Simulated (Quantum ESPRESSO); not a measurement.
```yaml
crystal:
  lattice:
    - [3.99488, 0.00000, 0.00000]
    - [0.00000, 3.99488, 0.00000]
    - [0.00000, 0.00000, 3.99488]
  atoms:
    - { symbol: K, position: [0.50000, 0.50000, 0.50000] }
    - { symbol: Ta, position: [0.00000, 0.00000, 0.00000] }
    - { symbol: O, position: [0.00000, 0.50000, 0.00000] }
    - { symbol: O, position: [0.50000, 0.00000, 0.00000] }
    - { symbol: O, position: [0.00000, 0.00000, 0.50000] }
```
The cell comes from the Materials Project (a computed structure). It is KTaO3 in Pm-3m. Stability against distortions was not tested. The run has no spin polarisation.

With PBE (a modified build of Quantum ESPRESSO; gradients by PAW reconstruction on its ground state; JTH PAW datasets, 22.5 Ha):

```json
[
 {"quantity": "Vzz O (a.u.)", "PBE": "0.220"}
]
```

Cores are frozen. Against all-electron runs on small test molecules, this scheme's |Vzz| missed by −2 to +6 % on O.

Task: What does the LDA, on its own JTH datasets and the same geometry, give?

Result: 
| quantity | LDA | LDA − PBE |
|---|---|---|
| Vzz O (a.u.) | 0.174 | -0.046 |
